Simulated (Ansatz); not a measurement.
MgO in space group P4_2/mmc (No. 131; Mg on 2c, O on 2e), the program Ansatz at the PBE level (PAW), all energies at zero smearing, with the estimated change up to a 700 eV cutoff added, with one set of potentials and settings (totals compare only within such a set). Cell of 4 atoms (2 Mg, 2 O): -4986.264 eV.

| element | reference phase | E (eV/atom) |
|---|---|---|
| Mg | P6_3/mmc, 2 atoms in the cell | -1923.8026 |
| O | C2/m, 4 atoms in the cell, spin-polarised | -565.0000 |

Formation energy per atom, worked out: (-4986.264 − 2×(-1923.8026) − 2×(-565.0000))/4 = -2.165 eV/atom (-209 kJ per mol of atoms), at 0 K, without zero-point energy or fitted corrections.

A made-up cell: these elements were put on the sites of a structure type; neither database checked (COD, Materials Project) lists it. It is not the phase usual at ambient conditions (space group No. 225). The cell was relaxed with PBE under the symmetry of its start; whether a distortion lowers the energy is not shown. The references are the lowest solids computed at this level, not always the standard phases (solids in place of the gases).

Potentials: the later of the program's two PAW sets.
